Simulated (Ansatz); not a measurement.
Computed with DFT PBE, scalar-relativistic, plane waves, PAW in Ansatz 0.2.0. Settings: cutoff 420 eV, Γ-centred meshes spaced at most about 0.3 Å⁻¹, and about 0.25 Å⁻¹ or finer for metals (2π included), Gaussian smearing. No spin polarisation in the final relaxations.

Each of these unrelaxed guesses is relaxed in cell and atoms within its symmetry. A guess keeps its type if space group and coordination stay and the shape of the cell changes little (axis ratios within about 15 %, angles within 6°); the volume may change.

1. SiBr7

```cif
data_structure
_symmetry_space_group_name_H-M 'R-3m:H'
_symmetry_Int_Tables_number 166
_cell_length_a 7.6010
_cell_length_b 7.6010
_cell_length_c 15.3202
_cell_angle_alpha 90.000
_cell_angle_beta 90.000
_cell_angle_gamma 120.000
_cell_volume 766.54
loop_
_atom_site_label
_atom_site_type_symbol
_atom_site_symmetry_multiplicity
_atom_site_Wyckoff_symbol
_atom_site_fract_x
_atom_site_fract_y
_atom_site_fract_z
_atom_site_occupancy
Si1 Si 3 a 0.00000 0.00000 0.00000 1
Br1 Br 18 g 0.60714 0.66667 0.16667 1
Br2 Br 3 b 0.33333 0.66667 0.16667 1
```

2. Hf4Pt

```cif
data_structure
_symmetry_space_group_name_H-M 'P6/mmm'
_symmetry_Int_Tables_number 191
_cell_length_a 4.8360
_cell_length_b 4.8360
_cell_length_c 5.5999
_cell_angle_alpha 90.000
_cell_angle_beta 90.000
_cell_angle_gamma 120.000
_cell_volume 113.42
loop_
_atom_site_label
_atom_site_type_symbol
_atom_site_symmetry_multiplicity
_atom_site_Wyckoff_symbol
_atom_site_fract_x
_atom_site_fract_y
_atom_site_fract_z
_atom_site_occupancy
Hf1 Hf 4 h 0.33333 0.66667 0.75924 1
Pt1 Pt 1 a 0.00000 0.00000 0.00000 1
```

Q: Which keep their type?

A: Guess 2 keeps its type.

```json
{"guess": "1", "kept": "no", "start group": "R-3m", "end group": "R-3m", "V start (Å³/atom)": "31.9", "V end": "32.0", "b/a and c/a, end over start": "1.00, 0.61", "nearest neighbours start": "Br 3/6, Si 12", "nearest neighbours end": "Br 1/6, Si 12"}
{"guess": "2", "kept": "yes", "start group": "P6/mmm", "end group": "P6/mmm", "V start (Å³/atom)": "22.7", "V end": "22.8", "b/a and c/a, end over start": "1.00, 0.99", "nearest neighbours start": "Hf 8, Pt 12", "nearest neighbours end": "Hf 8, Pt 12"}
```

Neighbours count within 15 % of an atom's shortest distance; end groups are read at 0.02 Å (0.05 Å in metals).

Weakly bound directions are ill-defined at this level, which has no dispersion term (SiBr7 R-3m). These runs have no spin–orbit coupling, which can matter for Hf and Pt. In SiBr7 R-3m an odd number of electrons in the primitive cell allows no gap without spin; a larger cell or a magnetic state could open one. A magnetic state wasn't ruled out in cells without spin, among them SiBr7 R-3m. Cells relaxed within their symmetry can be saddle points.

In counts of neighbours, a slash parts the counts of unlike sites.
